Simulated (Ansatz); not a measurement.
Input and command of a plane-wave DFT calculation in Ansatz:

```yaml
crystal:
  lattice:
    - [3.5314669767, 0.0, 0.0]
    - [0.0, 3.5314669767, 0.0]
    - [0.0, 0.0, 3.5314669767]
  atoms:
    - { symbol: Zn, position: [0.0, 0.0, 0.0] }
    - { symbol: Ni, position: [0.0, 0.5, 0.5], spin: 2.0 }
    - { symbol: Ni, position: [0.5, 0.0, 0.5], spin: 2.0 }
    - { symbol: Ni, position: [0.5, 0.5, 0.0], spin: 2.0 }
basis:
  ecutwfc: 500
kpoints:
  mp_grid: { grid: [6, 6, 6] }
hamiltonian:
  xc: r2scan
scf:
  occupations: { method: gaussian, width: 0.1 }
  lower_state_search: "off"
output:
  forces: true
  stress: true
  eigenvalues: true
  populations: true
magnetization:
  spin_polarized: true
```

```bash
ansatz run input.yaml --threads 1 --pin off --max-ram 2560MiB --backend cpu --events-out ev --progress --plain --runs-dir out
```

Processor: Arm Neoverse V1, 1 thread, on a host shared with other jobs.

Task: Estimate time, memory and problem size.

Result: About 27 s on 1 thread of Arm Neoverse V1, on a shared host, peak memory 0.45 GiB. It solves 44 bands at 20 k points (the mesh reduced by the symmetry that the task leaves, which can be less than the crystal's) with about 1141 plane waves, in 18 SCF iterations.
